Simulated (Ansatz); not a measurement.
Ansatz (an electronic-structure program) input:

Ansatz 0.2 input:
```yaml
crystal:
  lattice:
    - [1.4862883678, -5.1806267299, 0.0]
    - [1.4862883678, 5.1806267299, 0.0]
    - [0.0, 0.0, 2.7227485225]
  atoms:
    - { symbol: Si, position: [0.0, 0.0, 0.0] }
    - { symbol: Co, position: [0.3642761723, 0.6357238277, 0.5] }
    - { symbol: Co, position: [0.6357238277, 0.3642761723, 0.5] }
    - { symbol: B, position: [0.2058801627, 0.7941198373, 0.0] }
    - { symbol: B, position: [0.7941198373, 0.2058801627, 0.0] }
kpoints:
  mp_grid: { grid: [14, 14, 15] }
hamiltonian:
  xc: r2scan
  pseudopotentials: { kind: paw }
scf:
  occupations: { method: gaussian, width: 0.05 }
checkpoint: { read: metal.run }
output: { write_density: true, elf: true, volumetric_format: npy }
basis: { fft_grid_basis: typed }
```

Output (shortened):

```
Pseudopotential: Si, paw, valence charge 4
Pseudopotential: Co, paw, valence charge 17
Pseudopotential: B, paw, valence charge 3
Functional definition: r2SCAN
Crystal: 5 atoms, lattice volume = 41.930 Å³
Basis set: ecut = 500 eV, 1051 PW (Γ), exchange–correlation on 160×160×80 points (64 copies of the dense FFT grid, shifted against one another)
Bands: 32, of which v1, the nominal top of the filled ones, is band 22 counted from 1 (21 counted from 0)
Symmetry: 8 space group operations
Space group: Cmmm (ITA 65), of the structure as read, at distance tolerance 3.5e-5 Å
k-points: 456 of 2940
Stability of the state it starts from, as read at its close in the unpolarized treatment …
iter 1 solved again at ethr=2.28e-7 eV; its pass at ethr=3.10e-3 eV (dr2=1.00e-4 eV) is discarded
SCF iter   1: F=—  HF=-11215.625609 eV  |F-HF|=—  |Δ(HF+E_count)|=         —  Δρ=9.59e-7  dr2=2.83e-10  dr2_τ=6.20e-11  ethr=2.28e-7  ⟨swp⟩=3.0  Hψ=98029  notcnv=0
preconditioner: auto → Kerker (q_TF=auto, 2.750 Å⁻¹)
SCF iter   2: F=—  HF=-11215.625608 eV  |F-HF|=—  |Δ(HF+E_count)|=   1.65e-6  Δρ=5.01e-7  dr2=7.40e-11  dr2_τ=5.94e-11  ethr=1.00e-12  ⟨swp⟩=6.8  Hψ=63901  notcnv=0
SCF iter   3: F=-11215.625608 eV  HF=-11215.625608 eV  |F-HF|=1.82e-12  |Δ(HF+E_count)|=  9.09e-12  Δρ=2.16e-7  dr2=1.11e-11  dr2_τ=6.74e-12  ethr=1.00e-12  ⟨swp⟩=1.0  Hψ=31043  notcnv=0
SCF 1 converged in 3 iterations: F = -11215.625608 eV  dr2 = 1.11e-11
SCF converged after 3 iterations
Free energy (F): -11215.625608 eV
Harris-Foulkes:  -11215.625608 eV  (|F-HF|=1.82e-12)
Internal energy: -11215.623182 eV  (E = F + TS)
E sigma→0 (E₀):  -11215.624395 eV
Entropy (-TS):   -0.002426 eV (-0.485 meV/atom)
Fermi energy:    17.760133 eV
--- Per-component energies (eV) ---
  E_band       = -474.375034
  E_kinetic    = 1062.945606
  E_local      = -6903.852258  (includes V_loc(G=0)·N_el)
  E_nonlocal   = 967.838340
  E_hartree    = 3000.268064
  E_xc         = -434.334589
  E_vxc        = -600.312061  (∫ρ·V_xc dr)
  E_paw        = -3735.019143  (= ΣΔE_a)
  E_vpaw       = -1037.601572  (= ΣTr[D̂ρ^β])
  E_aug_tail   = 0.000060  (compensation charges beyond the density's cutoff)
  E_vtau       = 36.070827  (kinetic-family band-sum trace: ∫τ·v_τ [+ j·A + Jᵃ·Aᵃ] dr)
  E_ewald      = -5172.765533
  E_core_change = -0.703730  (= ΣΔE_core)
  E_smearing   = -0.002426  (= −TS)
  E_closure    =  0.000000  (closes the sum)
  Σ components = -11215.625608   (vs F -11215.625608, Δ=0.00e0)
  [band-id]    e_kinetic+e_local+e_nonlocal+2·e_hartree+e_vxc+e_vpaw+e_augmentation_tail+e_vtau = -474.374931   (vs E_band -474.375034, Δ=1.02e-4)
--- Band table (eV; the first three rows and the last of 456) ---
  k-point 0: bands = ["-80.8544", "-80.8482", "-42.7775", "-42.7695", "-42.7233", "-42.7229", "-42.7124", "-42.6550", "1.6721", "6.5875", "7.0094", "12.8004", "13.7252", "13.8090", "13.8506", "14.3415", "15.4007", "16.3112", "16.4201", "16.5516", "17.1080", …
  k-point 1: bands = ["-80.8541", "-80.8480", "-42.7809", "-42.7728", "-42.7229", "-42.7226", "-42.7121", "-42.6547", "1.7579", "6.6368", "7.0947", "12.7920", "13.5991", "13.8106", "13.8741", "14.3438", "15.4053", "16.1607", "16.3138", "16.4665", "17.1026", …
  k-point 2: bands = ["-80.8533", "-80.8472", "-42.7907", "-42.7823", "-42.7217", "-42.7215", "-42.7112", "-42.6538", "2.0131", "6.7816", "7.3477", "12.7616", "13.1060", "13.9285", "13.9343", "14.3068", "15.3938", "15.9060", "16.0800", "16.2414", "17.0814", …
  k-point 455: bands = ["-80.8464", "-80.8441", "-42.8530", "-42.8487", "-42.7171", "-42.7024", "-42.6883", "-42.6736", "5.3983", "7.0357", "8.9038", "9.7976", "12.2075", "12.6712", "13.5465", "13.9025", "14.7989", "15.2386", "15.4412", "16.7265", "17.2097", …
```

Cost: around 80 core-seconds (rough) on shared cores.

The start of the workflow was typed in or built on a structure type; neither database checked (COD, Materials Project) lists it. Its standing as an ambient phase is unchecked. Symmetry was held in the r²SCAN relaxation; whether a distortion lowers the energy is not shown. No spin polarisation was allowed.

Potentials: the later of the program's two PAW sets.

Ansatz is a plane-wave DFT program.
